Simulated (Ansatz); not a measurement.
LaSiRu:
```xyz
6
Lattice="4.2453 0.0000 0.0000 0.0000 4.2453 0.0000 0.0000 0.0000 7.2017" Properties=species:S:1:pos:R:3 pbc="T T T"
La     0.0000     2.1226     2.2534
La     2.1226     0.0000     4.9483
Si     0.0000     2.1226     6.0310
Si     2.1226     0.0000     1.1706
Ru     0.0000     0.0000     0.0000
Ru     2.1226     2.1226     0.0000
```

Relaxed with r²SCAN. Special points in fractions of this cell's reciprocal vectors: Γ (0.000, 0.000, 0.000); X (0.000, 0.500, 0.000); M (0.500, 0.500, 0.000); Z (0.000, 0.000, 0.500); R (0.000, 0.500, 0.500); A (0.500, 0.500, 0.500).

Question: List the band energies nearest the Fermi level at these points for r²SCAN (plane waves, PAW; program Ansatz).

Answer: In eV from the Fermi level; about four levels below and three above (degenerate sets whole), none deeper than 8.9 eV; points with the same levels are listed once.

```json
[
 {"k": "Γ", "below": "-0.52 -0.52 -0.44 -0.21", "above": "0.38 0.76 1.01"},
 {"k": "X", "below": "-1.27 -1.27 -0.47 -0.47", "above": "1.31 1.31 2.11 2.11"},
 {"k": "M", "below": "-1.04 -1.04 -0.34 -0.34", "above": "0.55 0.55 1.80 1.80"},
 {"k": "Z", "below": "-0.42 -0.35 -0.35 -0.32", "above": "1.23 1.35 1.69 1.69"},
 {"k": "R", "below": "-2.00 -2.00 -1.23 -1.23", "above": "0.42 0.42 0.84 0.84"},
 {"k": "A", "below": "-1.04 -1.04 -0.65 -0.65", "above": "1.05 1.05 1.75 1.75"}
]
```

Space group P4/nmm. The first step of the workflow began from a Materials Project structure, measured or hypothetical; the Crystallography Open Database files this formula in space group No. 129, but the cells were not matched. Whether it is the stable phase at ambient conditions was not checked. The r²SCAN relaxation kept the symmetry of its start; whether a distortion lowers the energy is not shown. No spin polarisation was allowed. Spin–orbit coupling is left out wherever it is not named.

Potentials: the later of the program's two PAW sets.
